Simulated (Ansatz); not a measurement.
## WC: do energies and stresses tell the same story?

Theory: Ansatz, DFT PBEsol, scalar-relativistic, plane waves, PAW.

Plane waves to 420 eV, a k mesh through Γ of 18×18×14 on the computed 2-atom cell and Gaussian smearing (0.10 eV); no spin polarisation.

Relaxed cell: P-6m2, a = 2.898 Å, b = 2.898 Å, c = 2.828 Å, α = 90.00°, β = 90.00°, γ = 120.00°, 2 atoms in the primitive cell.

Energies at zero smearing and pressures from the stress tensor, at volumes with shape and atoms relaxed:
```json
{"V (Å³/atom)": "9.052", "E − E(first) (meV/atom)": "0.00", "P (GPa)": "67.89"}
{"V (Å³/atom)": "9.361", "E − E(first) (meV/atom)": "-109.85", "P (GPa)": "46.71"}
{"V (Å³/atom)": "9.669", "E − E(first) (meV/atom)": "-181.96", "P (GPa)": "28.62"}
{"V (Å³/atom)": "9.978", "E − E(first) (meV/atom)": "-221.82", "P (GPa)": "13.18"}
{"V (Å³/atom)": "10.286", "E − E(first) (meV/atom)": "-234.14", "P (GPa)": "-0.02"}
{"V (Å³/atom)": "10.595", "E − E(first) (meV/atom)": "-222.93", "P (GPa)": "-11.29"}
{"V (Å³/atom)": "10.904", "E − E(first) (meV/atom)": "-191.64", "P (GPa)": "-20.91"}
{"V (Å³/atom)": "11.315", "E − E(first) (meV/atom)": "-123.72", "P (GPa)": "-31.58"}
```

Task: Check P = −dE/dV between neighbouring volumes, and get the bulk modulus from the pressures alone.

Result: With 1 eV/Å³ = 160.2 GPa:
```json
{"middle V (Å³/atom)": "9.206", "−ΔE/ΔV (GPa)": "57.034", "mean P (GPa)": "57.300"}
{"middle V (Å³/atom)": "9.515", "−ΔE/ΔV (GPa)": "37.439", "mean P (GPa)": "37.666"}
{"middle V (Å³/atom)": "9.824", "−ΔE/ΔV (GPa)": "20.691", "mean P (GPa)": "20.902"}
{"middle V (Å³/atom)": "10.132", "−ΔE/ΔV (GPa)": "6.396", "mean P (GPa)": "6.581"}
{"middle V (Å³/atom)": "10.441", "−ΔE/ΔV (GPa)": "-5.816", "mean P (GPa)": "-5.653"}
{"middle V (Å³/atom)": "10.749", "−ΔE/ΔV (GPa)": "-16.248", "mean P (GPa)": "-16.102"}
{"middle V (Å³/atom)": "11.109", "−ΔE/ΔV (GPa)": "-26.447", "mean P (GPa)": "-26.246"}
```

The two differ by 0.27 GPa at most. The mean of two end pressures misses the average over a step by about ΔV² P″/12, up to 0.28 GPa here; with that taken off 0.02 GPa remains. Around V = 10.286 Å³/atom, the two neighbours give B = −V ΔP/ΔV = 10.286 × 24.47 / 0.617 = 407.8 GPa, against B0 = 405.8 GPa from the Birch–Murnaghan fit of the energies.

Spin–orbit coupling is left out, which can shift energies with elements as heavy as these.